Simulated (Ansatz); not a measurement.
In PBEsol in the plane-wave PAW code Ansatz, FeBiO3 in the monoclinic phase (Cc; Pearson symbol mS20) relaxes to a = 10.544 Å, b = 5.294 Å, c = 5.284 Å, β = 117.1°. Against the elements it lies at -119 kJ/mol of atoms, with no fitted shifts.

The Kohn–Sham gap is 0.63 eV (direct). The magnetic state found is antiferromagnetic.

The start of the workflow was typed in or built on a structure type; neither database checked (COD, Materials Project) lists it. It is not the phase usual at ambient conditions (space group No. 161). Symmetry was held in the PBEsol relaxation, as lowered by the spin order; its stability against distortions is not shown here. Spin order of the final state: antiferromagnetic, chosen from 3 collinear starts compared on coarse meshes (ties went to the first, and starts can fall back to one state), not a proven ground state. No Hubbard U is applied. The references are the lowest solids computed at this level, not always the standard phases (solids in place of the gases). Spin–orbit coupling is left out wherever it is not named.

Potentials: the later of the program's two PAW sets.
